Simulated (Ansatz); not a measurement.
A 12-atom cell of ZrSn₃O₈ built on the rutile structure (relaxed group Cmmm) was relaxed with 3 functionals in Ansatz, cell and atoms free, the symmetry of the start kept (meshes: PBE 6×6×4, r2SCAN 6×6×4, PBEsol 6×6×4). No spin polarisation. The prototype was imposed, so other structures may be more stable.

The r2SCAN result:
Space group Cmmm (No. 65). a = 6.759 Å, b = 6.792 Å, c = 6.435 Å, α = 90.00°, β = 90.00°, γ = 90.00°
```
atom  site  symmetry       x       y       z
  Sn    2b       mmm  0.0000  0.5000  0.0000
  Sn    4k       mm2  0.0000  0.0000  0.7516
   O    4i       m2m  0.0000  0.1953  0.0000
   O    8o       .m.  0.1958  0.5000  0.7530
  Zr    2c       mmm  0.0000  0.5000  0.5000
   O    4j       m2m  0.0000  0.1915  0.5000
```

It is orthorhombic, Cmmm (No. 65); a = 6.759 Å, b = 6.792 Å, c = 6.435 Å in the conventional setting, 12.31 Å³ an atom. Around Sn lie 6 O at 2.07 Å; around Sn lie 6 O at 2.06–2.08 Å; around O lie 3 Sn at 2.07–2.08 Å; around O lie 2 Sn at 2.06–2.07 Å and 1 Zr at 2.10 Å; around Zr lie 6 O at 2.10 Å; around O lie 2 Sn at 2.08 Å and 1 Zr at 2.10 Å.

Task: What lattice does PBEsol give?

Result: a = 6.766 Å, b = 6.797 Å, c = 6.444 Å; the volume differs by +0.3 % from r2SCAN's. Sn has 6 O at 2.07 Å; Sn has 6 O at 2.06–2.08 Å; O has 3 Sn at 2.07–2.08 Å (further sites aren't listed).

Task: What lattice does PBE give?

Result: a = 6.843 Å, b = 6.874 Å, c = 6.497 Å; the volume differs by +3.5 % from r2SCAN's. Sn is surrounded by 6 O at 2.09–2.10 Å; O is surrounded by 3 Sn at 2.10 Å (further sites aren't listed).

Task: Held at the r2SCAN cell, what mean stress does PBE find, and does its sign point to its own minimum?

Result: Yes. PBE +6.54 GPa, and its relaxed volume is +3.5 % from r2SCAN's. Compression counts positive, so a positive stress asks for a larger cell.
